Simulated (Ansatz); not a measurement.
Input:

Ru:
```cif
data_Ru
_chemical_formula_sum 'Ru1'
_space_group_name_H-M_alt 'P 1'
_space_group_IT_number 1
_cell_length_a 2.61382
_cell_length_b 2.61382
_cell_length_c 2.61382
_cell_angle_alpha 109.471
_cell_angle_beta 109.471
_cell_angle_gamma 109.471
loop_
_space_group_symop_operation_xyz
  'x, y, z'
loop_
_atom_site_label
_atom_site_type_symbol
_atom_site_fract_x
_atom_site_fract_y
_atom_site_fract_z
_atom_site_occupancy
Ru1 Ru 0.00000 0.00000 0.00000 1
```

This is the PBEsol-relaxed structure.

### Question
All from DFT-PBEsol in the program Ansatz with PAW potentials, unless another level is named. Give the bulk modulus (Birch–Murnaghan fit).

### Answer
312 GPa.

### Question
Give the elastic constants (relaxed ions, GPa).

### Answer
C11 = 48.2, C12 = 444, C44 = 188.

Space group Im-3m (bcc (W type)). The start of the workflow was typed in or built on a structure type; neither database checked (COD, Materials Project) lists it. It is not the phase usual at ambient conditions (space group No. 194). The cell was relaxed with PBEsol under the symmetry of its start. At this level the phase is mechanically unstable. The run is not spin-polarised. As this level gives no gap, shear constants depend on the k-mesh and smearing (Fermi–Dirac, 0.1 eV here). On the denser mesh and wider smearing of the elastic run this cell carries a stress of 0.5 GPa.

Potentials: the later of the program's two PAW sets.
